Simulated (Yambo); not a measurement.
```xyz
12
Lattice="5.9272 0.0000 0.0000 -2.9636 5.1331 0.0000 0.0000 0.0000 8.1058" Properties=species:S:1:pos:R:3 pbc="T T T"
O     -1.5037     4.2902     2.7838
O      4.4673     0.8429     5.3220
O      0.0000     1.6858     2.7838
O      2.9636     3.4473     5.3220
O      1.5037     4.2902     2.7838
O      1.4600     0.8429     5.3220
O      0.0000     3.4221     0.4386
O      2.9636     1.7110     7.6672
Sc     0.0000     0.0000     4.0529
Cs     0.0000     0.0000     0.0000
W      0.0000     3.4221     2.2182
W      2.9636     1.7110     5.8876
```

Response from Yambo on PBEsol (Quantum ESPRESSO, PseudoDojo norm-conserving, 84 Ry, without SOC) bands: 3×3×2 mesh, 193 bands, 3 Ry local-field block, 0.2 eV broadening.

Problem. Give the static electronic dielectric constant without and with local fields along each axis.

Solution. 
```csv
field along,"ε(0), independent particles","ε(0), RPA with local fields",refractive index √ε
x,3.63,3.03,1.74
z,3.78,2.78,1.67
```
Electronic (clamped-ion) response only. Spin-orbit coupling, left out here, changes gap and response of such heavy elements. Convergence of the RPA response with its 3×3×2 mesh was not tested. x, y and z are Cartesian axes of the cell as given.

Geometry of the Materials Project entry, not relaxed at this level.

The structure is a Materials Project entry; no match was found in the copy of COD used, and its stability was not checked.
